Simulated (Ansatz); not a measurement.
A trial cell of BiPbCl2, before relaxation:

```cif
data_structure
_symmetry_space_group_name_H-M 'P 1'
_symmetry_Int_Tables_number 1
_cell_length_a 5.8496
_cell_length_b 5.8496
_cell_length_c 2.8605
_cell_angle_alpha 90.000
_cell_angle_beta 90.000
_cell_angle_gamma 90.000
_cell_volume 97.88
loop_
_atom_site_label
_atom_site_type_symbol
_atom_site_fract_x
_atom_site_fract_y
_atom_site_fract_z
_atom_site_occupancy
Bi1 Bi 0.00000 0.00000 0.00000 1
Pb1 Pb 0.50000 0.50000 0.50000 1
Cl1 Cl 0.50000 0.00000 0.00000 1
Cl2 Cl 0.00000 0.50000 0.00000 1
```

Theory: DFT PBE, scalar-relativistic, plane waves, PAW in Ansatz 0.2.0. Cutoff 420 eV, Gaussian smearing, Γ-centred meshes. Cell and atoms relax first on a coarse mesh and then on a finer one. In between, the cell is made exact in the group found at 0.06 Å. In metals the finer mesh still leaves noise of several meV/atom or more. The steps can't lower the symmetry of their start. No spin polarisation.

A guess keeps its type if space group and coordination stay and the shape of the cell changes little (axis ratios within about 15 %, angles within 6°); the volume may change.

Task: Does this structure survive the relaxation?

Result: It keeps its type. The symmetry stays P4/mmm (No. 123). The volume per atom grows by 20.4 %, from 24.5 to 29.5 Å³. The shortest distance goes from 2.86 Å (Bi–Bi, Cl–Cl and Pb–Pb) to 2.97 Å (Bi–Cl). The ratio c/a of the conventional cell changes by a factor of 1.15. Counting neighbours within 15 % of an atom's shortest distance, the start has Bi 6, Cl 8, Pb 10 and the end Bi 6, Cl 8, Pb 10.

Formation energies are uncorrected and refer to the elements' standard structures at the same level (Cl₂ as a molecule).

Task: At what energy does it end?

Result: −0.39 eV/atom. It lies below the elements, which doesn't yet make it stable against other compounds or structures.

The last run used an 8×8×14 mesh (in the run's order of axes) for its 4-atom cell and Gaussian smearing of 0.10 eV. Spin–orbit coupling, which can matter for Bi and Pb, is left out. An odd number of electrons in the primitive cell allows no gap without spin; a larger cell or a magnetic state could open one. A structure relaxed within its symmetry needn't be a true minimum.
